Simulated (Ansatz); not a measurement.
A distorted cell of TiAl (CuAu type, space group P4/mmm):

```yaml
crystal:
  lattice:
    - [5.62584, 0.00000, 0.00000]
    - [0.00000, 2.81292, 0.00000]
    - [0.00000, 0.00000, 4.05841]
  atoms:
    - { symbol: Al, position: [0.25000, 0.54266, 0.50000] }
    - { symbol: Al, position: [0.75000, 0.45734, 0.50000] }
    - { symbol: Ti, position: [0.00000, 0.00000, 0.00000] }
    - { symbol: Ti, position: [0.50000, 0.00000, 0.00000] }
```

The numbers are results of r2SCAN (plane waves to 500 eV, PAW, scalar-relativistic; Ansatz, a quantum-chemistry and plane-wave program), not measurements. k mesh 8×16×12 (Γ-centred), Fermi-Dirac smearing 0.05 eV. Compression counts positive. With partly filled bands, energies and forces of such displacements shift with the k mesh and the smearing. TiAl is run without spin polarisation. TiAl was relaxed with its symmetry unable to fall.

Problem. What forces act on the atoms (eV/Å, Cartesian)?

Solution. 
```json
[
 {"atom": "Al1", "Fx": "0.000", "Fy": "-0.619", "Fz": "0.000"},
 {"atom": "Al2", "Fx": "0.000", "Fy": "0.619", "Fz": "0.000"},
 {"atom": "Ti3", "Fx": "0.000", "Fy": "0.000", "Fz": "0.000"},
 {"atom": "Ti4", "Fx": "0.000", "Fy": "0.000", "Fz": "0.000"}
]
```

Problem. What is the stress tensor (GPa)?

Solution. 
```
    0.1      0.0      0.0
    0.0     -0.1      0.0
    0.0      0.0      0.9
```
The pressure, a third of the trace, is 0.3 GPa.

(For displaced atoms, the force is minus the slope of the energy, and its curvature is a force constant, which sets phonon frequencies.)
